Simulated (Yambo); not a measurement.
# TlBr: sweep of GW parameters

G0W0@PBEsol for TlBr (CsCl type, space group Pm-3m, No. 221) in Yambo. Reference settings: 4×4×4 Γ-centred k mesh, 143 bands and a 10 Ry block in the screening, 143 bands in G with the Bruneval-Gonze terminator, plasmon pole fitted at 27.2 eV. The PBEsol gap X → X on this mesh is 1.78 eV; G0W0 gaps are taken between the same points.

```tsv
change from the reference	G0W0 gap X → X (eV)	shift of the valence edge (eV)	rough Yambo cost
reference settings	2.97	-1.09	1
47 bands in W, 47 bands in G	2.85	-0.78	about 1/2
63 bands in W	2.91	-0.92	within a factor of two
no terminator	2.93	-1.01	–
```

The reference isn't shown to be the converged limit. Costs are rough (shared machines), scaled to the same edge states, and given only for runs that recompute the screening.

Spin-orbit coupling is left out; with 6p states at a band edge it can lower the gap by many tenths of an eV, most of a small gap.

The standard potential for Tl keeps a d shell in the valence without the s and p states of that shell. In tests on such compounds this moved G0W0 gaps by up to about 0.9 eV, so absolute quasiparticle energies here are unreliable; differences between settings are what counts.

Geometry of the Materials Project entry, not relaxed at this level; primitive cell a = b = c = 3.9999 Å, α = β = γ = 90.00°.

A shift is the quasiparticle energy of the state minus its PBEsol energy.
